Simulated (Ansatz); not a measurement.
Input for Ansatz (plane-wave DFT, PAW):

```yaml
crystal:
  lattice:
    - [6.400294, 0.075774, 0.002298]
    - [0.075774, 6.412219, 0.041525]
    - [0.002298, 0.041525, 6.562577]
  atoms:
    - { symbol: Si, position: [0.9187387645, 0.6201083127, 0.2672954807] }
    - { symbol: Si, position: [0.7871068861, 0.8749461197, 0.4900897462] }
    - { symbol: Si, position: [0.0646371932, 0.047469761, 0.8622035745] }
    - { symbol: Si, position: [0.8112049311, 0.514538439, 0.8336966311] }
    - { symbol: Si, position: [0.3710842105, 0.6478251486, 0.3530838691] }
    - { symbol: Si, position: [0.2268759094, 0.1306994175, 0.2244557325] }
    - { symbol: Si, position: [0.1714321357, 0.6199051097, 0.7208928698] }
    - { symbol: Si, position: [0.36980033, 0.3135099463, 0.5879610952] }
    - { symbol: Si, position: [0.6755598721, 0.2901265396, 0.1083697316] }
    - { symbol: Si, position: [0.5290814214, 0.839929706, 0.0482865598] }
    - { symbol: Ni, position: [0.1711620455, 0.7586710672, 0.0866731944] }
    - { symbol: Ni, position: [0.1310029579, 0.8948135656, 0.4734832677] }
    - { symbol: Ni, position: [0.6825930524, 0.4533737425, 0.4377793427] }
    - { symbol: Ni, position: [0.7327797351, 0.9952644807, 0.7975636715] }
    - { symbol: Ni, position: [0.8511750045, 0.9664655308, 0.1757577018] }
    - { symbol: Ni, position: [0.9871226825, 0.30425524, 0.6593198971] }
    - { symbol: Ni, position: [0.3837273522, 0.1410970549, 0.9223084505] }
    - { symbol: Ni, position: [0.4924695138, 0.0674943288, 0.3908189309] }
    - { symbol: Ni, position: [0.4389533291, 0.5071507177, 0.9382767971] }
    - { symbol: Ni, position: [0.0810072364, 0.3716716864, 0.0135457108] }
basis:
  ecutwfc: 420
kpoints:
  mp_grid: { grid: [4, 4, 4] }
hamiltonian:
  xc: pbe
scf:
  occupations: { method: fermi_dirac, width: 0.1534 }
output:
  forces: true
  stress: true
  eigenvalues: true
  populations: true
  write_density: true
  write_potential: true
  elf: true
  volumetric_format: npy
```

Run as
```bash
ansatz run input.yaml --threads 2 --pin off --max-ram 5120MiB --backend cpu --events-out ev --progress --plain --runs-dir out
```

Method: DFT PBE, scalar-relativistic, plane waves, PAW (Ansatz).

From the run's log, abridged (final results; tables in files aren't shown):

```
SCF 1 converged in 9 iterations: F = -64756.975607 eV  dr2 = 4.60e-8
SCF converged after 9 iterations
Free energy (F): -64756.975607 eV
Harris-Foulkes:  -64756.975607 eV  (|F-HF|=2.92e-8)
Internal energy: -64756.225832 eV  (E = F + TS)
E sigma→0 (E₀):  -64756.600720 eV
Entropy (-TS):   -0.749775 eV (-37.489 meV/atom)
Fermi energy:    12.724182 eV
--- Per-component energies (eV) ---
  E_band       = -3607.073079
  E_kinetic    = 3265.999836
  E_local      = -48460.866211  (includes V_loc(G=0)·N_el)
  E_nonlocal   = 6623.003292
  E_hartree    = 20927.845834
  E_xc         = -1411.685337
  E_vxc        = -1576.799024  (∫ρ·V_xc dr)
  E_paw        = -21442.603858  (= ΣΔE_a)
  E_vpaw       = -5314.083051  (= ΣTr[D̂ρ^β])
  E_aug_tail   = 0.005198  (compensation charges beyond the density's cutoff)
  E_ewald      = -24257.924588
  E_smearing   = -0.749775  (= −TS)
--- Forces (eV/Å), atoms counted from 1 ---
  atom   1  Si     0.54303318    -1.16546078    -0.39662690
  atom   2  Si    -1.26535227    -0.49330946     1.46672116
  atom   3  Si    -0.35512508    -1.72287001     0.26030809
  atom   4  Si    -2.53436600     1.63082138    -0.25581015
  atom   5  Si     0.76644774    -0.05234355     0.69655508
  atom   6  Si    -2.48279902     0.34721979    -0.39627701
  atom   7  Si     0.09891655     0.47098136    -0.05481949
  atom   8  Si    -0.14403710     0.40877061     0.87164236
  atom   9  Si     0.19712169    -0.28051751     0.95335285
  atom  10  Si     0.87129072    -0.10295870    -0.37691822
  atom  11  Ni     0.45761282     0.40538733    -0.92528192
  atom  12  Ni     0.65097529    -0.04874525     0.24703718
  atom  13  Ni    -0.98964077    -0.26076081     0.41047066
  atom  14  Ni    -0.64386050     0.39678714     0.10891810
  atom  15  Ni     0.04822832     0.80911238    -1.06832991
  atom  16  Ni     0.95657318    -0.58286372    -2.54413724
  atom  17  Ni     0.88855007    -0.14743494    -0.60452073
  atom  18  Ni     2.54685620    -0.97448026     0.67619605
  atom  19  Ni     0.97480819     0.63579088    -0.26106865
  atom  20  Ni    -0.58523011     0.72687147     1.19254622
--- Stress (GPa, compression-positive) ---
        3.782256      -2.557249      -0.023909
       -2.557249      -0.212938      -1.764291
       -0.023908      -1.764290       1.685739
  P = ⅓ Tr σ = 1.7517 GPa (17.517 kbar)
--- Band table (eV; the first three rows and the last of 36) ---
  k-point 0: bands = ["-90.9884", "-90.9473", "-90.8725", "-90.8650", "-90.8508", "-90.8155", "-90.6775", "-90.6081", "-90.5658", "-90.5158", "-51.5464", "-51.5013", "-51.4878", "-51.4213", "-51.4095", "-51.3754", "-51.3722", "-51.3687", "-51.3305", "-51.2851", "-51.2820", "-51.2629", "-51.2549", "-51.2019", "-51.1791", "-51.1654", "-51.1592", "-51.1519", "-51.1269", "-51.1109", "-51.1014", "-51.0825", "-51.0571", "-51.0275", "-50.9869", "-50.9482", "-50.9198", "-50.8433", "-50.8378", "-50.6915", "0.2252", "2.6736", "2.7342", "2.9459", "3.3707", "4.0689", "4.4823", "5.0506", "5.5606", "5.8986", "6.8065", "7.0489", "7.2271", "7.2764", "7.4288", "7.6680", "7.8165", "8.0669", "8.3405", "8.5534" ...
  k-point 1: bands = ["-90.9884", "-90.9473", "-90.8725", "-90.8650", "-90.8508", "-90.8155", "-90.6775", "-90.6081", "-90.5658", "-90.5158", "-51.5464", "-51.5013", "-51.4878", "-51.4213", "-51.4095", "-51.3754", "-51.3722", "-51.3687", "-51.3305", "-51.2851", "-51.2820", "-51.2629", "-51.2548", "-51.2019", "-51.1791", "-51.1654", "-51.1592", "-51.1519", "-51.1269", "-51.1109", "-51.1014", "-51.0825", "-51.0571", "-51.0275", "-50.9869", "-50.9482", "-50.9198", "-50.8433", "-50.8378", "-50.6915", "0.4041", "1.8923", "2.8418", "3.2821", "3.5648", "4.0337", "4.6987", "4.9599", "5.4215", "5.7014", "6.6342", "6.8311", "7.1606", "7.2669", "7.6702", "7.7931", "7.9705", "8.1982", "8.4233", "8.5472" ...
  k-point 2: bands = ["-90.9884", "-90.9473", "-90.8725", "-90.8650", "-90.8508", "-90.8155", "-90.6775", "-90.6081", "-90.5658", "-90.5158", "-51.5464", "-51.5013", "-51.4878", "-51.4213", "-51.4095", "-51.3754", "-51.3722", "-51.3687", "-51.3305", "-51.2851", "-51.2820", "-51.2629", "-51.2548", "-51.2019", "-51.1791", "-51.1654", "-51.1592", "-51.1519", "-51.1269", "-51.1109", "-51.1015", "-51.0826", "-51.0571", "-51.0275", "-50.9869", "-50.9482", "-50.9198", "-50.8433", "-50.8378", "-50.6915", "0.7591", "1.2514", "2.9284", "3.4049", "3.7663", "4.1676", "4.3121", "5.1047", "5.3445", "5.4822", "6.7196", "6.8886", "7.0390", "7.4233", "7.4904", "7.7418", "8.0523", "8.2251", "8.4480", "8.6509" ...
  k-point 35: bands = ["-90.9884", "-90.9473", "-90.8725", "-90.8650", "-90.8508", "-90.8155", "-90.6775", "-90.6081", "-90.5658", "-90.5158", "-51.5464", "-51.5013", "-51.4878", "-51.4214", "-51.4093", "-51.3757", "-51.3723", "-51.3685", "-51.3305", "-51.2852", "-51.2819", "-51.2629", "-51.2549", "-51.2019", "-51.1788", "-51.1654", "-51.1595", "-51.1519", "-51.1269", "-51.1104", "-51.1018", "-51.0825", "-51.0571", "-51.0275", "-50.9869", "-50.9482", "-50.9198", "-50.8433", "-50.8378", "-50.6915", "1.7732", "1.9773", "2.0683", "2.4976", "2.8964", "3.0513", "4.0281", "4.3916", "6.2463", "6.6619", "7.0778", "7.5260", "7.5664", "7.8963", "7.9781", "8.0796", "8.3027", "8.4233", "8.4823", "8.6535 ...
--- Löwdin populations: 20 sites ---
  site symbol q [e]
     0     Si      4.1450
     1     Si      4.2318
     2     Si      4.2859
     3     Si      4.1535
     4     Si      4.1221
     5     Si      4.2398
     6     Si      4.1633
     7     Si      4.2746
     8     Si      4.2856
     9     Si      4.2544
    10     Ni     17.5230
    11     Ni     17.5052
    12     Ni     17.5447
    13     Ni     17.5537
    14     Ni     17.5112
    15     Ni     17.5670
    16     Ni     17.5843
    17     Ni     17.5380
    18     Ni     17.5475
    19     Ni     17.5446
  spilling = 0.011021 (of n_electrons = 220.000000)
```

The run converged.

The run took 91 s on 2 threads of Intel(R) Xeon(R) Processor @ 2.70GHz, with other jobs on the host, peak memory 1.2 GiB.

Spin polarisation was left out, and a magnetic state may lie lower.